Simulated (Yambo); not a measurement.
GaP (zinc blende, space group F-43m, No. 216): the exchange self-energy on PBEsol orbitals (Yambo, 4×4×4 mesh) holds the Coulomb divergence, which is integrated with random points (RandQpts).

```tsv
random points	exchange-only gap Γ → X (eV)	shift of the valence edge (eV)	gap against the reference (meV)
1,000	7.30	-1.86	80
10,000	7.15	-1.66	-63
100,000	7.22	-1.78	8
1,000,000	7.22	-1.78	8
5,000,000	7.22	-1.76	reference
```

From 100,000 points on, the gap stays within 20 meV of the run with most points. The error is statistical; each row is a single draw, so the rows fix no rate of convergence.

Spin-orbit coupling is not included.

Geometry relaxed with PBEsol; primitive cell a = 3.8466 Å, b = 3.8466 Å, c = 3.8466 Å, α = 60.00°, β = 60.00°, γ = 60.00°.

A shift is the quasiparticle energy of the state minus its PBEsol energy.
